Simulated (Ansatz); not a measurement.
All numbers below come from DFT PBE, scalar-relativistic, plane waves, PAW (Ansatz 0.2.0). Settings: cutoff 420 eV, Γ-centred meshes spaced at most about 0.3 Å⁻¹, and about 0.25 Å⁻¹ or finer for metals (2π included), Gaussian smearing. Collinear spin in cells that started with moments and kept them past the coarse steps, no spin elsewhere.

All energies are static (0 K, no zero-point motion). All come from trial cells, and lower structures may exist.

Task: These unrelaxed guesses for AlO2 are each relaxed within their symmetry. Order them by the energy at which they end, lowest first.
A.

```
Al O
1.0
    -1.46448    1.46448    3.65509
     1.46448   -1.46448    3.65509
     1.46448    1.46448   -3.65509
Al O
1 2
Direct
  0.00000 0.00000 0.00000
  0.66438 0.66438 0.00000
  0.33562 0.33562 0.00000
```

B.

```
Al O
1.0
     2.48446    0.00000    0.00000
     0.00000    2.48446    0.00000
     0.00000    0.00000    5.12606
Al O
1 2
Cartesian
  0.0000 0.0000 0.0000
  1.2422 1.2422 1.5122
  1.2422 1.2422 3.6139
```

C.

```
Al O
1.0
     4.14571    0.00000    0.00000
     0.00000    4.14571    0.00000
     0.00000    0.00000    3.74847
Al O
2 4
Direct
  0.00000 0.50000 0.00000
  0.50000 0.00000 0.00000
  0.23797 0.73797 0.00000
  0.76203 0.26203 0.00000
  0.73797 0.76203 0.00000
  0.26203 0.23797 0.00000
```

Result: C (ends in P4/mmm, 0 meV/atom), B (ends in P4/mmm, 0.32 eV/atom), A (ends in I4/mmm, 0.35 eV/atom).

Weakly bound directions are ill-defined at this level, which has no dispersion term (P4/mmm at 22.5 Å³/atom, I4/mmm), and this can change margins and order among such cells. The magnetic state reached may not be the lowest. Cells relaxed within their symmetry can be saddle points. The part of the Crystallography Open Database at hand lists AlO2 in space group No. 62, which no cell shown has. Some candidate types were left out of the draw beforehand, so a known form may be missing.
